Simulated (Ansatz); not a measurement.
Sn (body-centred tetragonal, I4/mmm), a = b = 3.242 Å, c = 5.205 Å, α = β = γ = 90.00°; the cell used has 1 atom.

Relaxed with r²SCAN.

Problem. Tabulate the valence density and the electron localisation function along the shortest Sn–Sn contact (3.24 Å), the program Ansatz at the r²SCAN level (PAW).

Solution. 

```
distance from Sn (Å)  density (e/Å³)   ELF
--------------------  --------------  ----
0.32                            9.03  0.00
0.49                            5.80  0.04
0.65                            2.99  0.15
0.81                            1.22  0.27
0.97                            0.52  0.33
1.13                            0.33  0.35
1.30                            0.23  0.39
1.46                            0.19  0.41
1.62                            0.18  0.41
1.78                            0.19  0.41
1.95                            0.23  0.39
2.11                            0.33  0.35
2.27                            0.52  0.33
2.43                            1.22  0.27
2.59                            2.99  0.15
2.76                            5.80  0.04
2.92                            9.03  0.00
```

The density is the valence pseudo-density with augmentation charge, so density and ELF within about 1 Å of a nucleus are not all-electron values.

This is a known high-pressure phase of the composition, computed here at zero pressure and temperature. Symmetry was held in the r²SCAN relaxation. At this level the phase is mechanically unstable. Axis ratios of metals converge slowly with the k-mesh, so a and c are less sure than the volume. Scalar-relativistic: spin–orbit coupling is off unless named, which matters more the heavier the elements.

Potentials: the earlier of the program's two PAW sets.
